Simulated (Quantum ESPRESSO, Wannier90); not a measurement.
# Wannier functions of SrGa₂ (P6/mmm)

```
SrGa2
1.0
    4.30786     0.00000     0.00000
   -2.15393     3.73072     0.00000
    0.00000     0.00000     4.80054
Sr Ga
1 2
Cartesian
  0.00000   0.00000   0.00000
  2.15393  -1.24357   2.40027
 -2.15393   1.24357   2.40027
```

Materials Project entry mp-182; symmetrised, unrelaxed at this level. Not found in the COD (Crystallography Open Database) copy used; not checked further. Level: LDA, no spin polarisation, no spin-orbit coupling; pw.x of Quantum ESPRESSO at 64 Ry with PseudoDojo potentials, 6×6×6 k-points, Wannier90. Density: 12×12×10 mesh, cold smearing 0.01 Ry.

Base run: 17 functions from bands 15-41 of the 41 computed, start hydrogen-like Sr: s;p;d; Ga: s;p, centres 0.05 Å off the atoms, frozen window up to 1.50 eV relative to the Fermi level, outer window open. Its settings: num_cg_steps = 5, trial_step = 2 and dis_mix_ratio = 0.5 (the program's defaults), conv_tol = 1.0e-6 over 4 steps, num_iter = 1000, dis_conv_tol = 1.0e-6, dis_num_iter = 1000. One of them is changed at a time.

| run | disentanglement steps | localisation steps | Ω_I (Å²) | Ω_total (Å²) | ended |
|---|---|---|---|---|---|
| base | 153 | 410 | 27.465 | 34.036 | converged |
| num_cg_steps = 20 | 153 | 874 | 27.465 | 33.950 | converged |
| num_cg_steps = 100 | 153 | 321 | 27.465 | 33.949 | converged |
| dis_mix_ratio = 0.2 | 121 | 1000 | 27.488 | 34.175 | step limit |
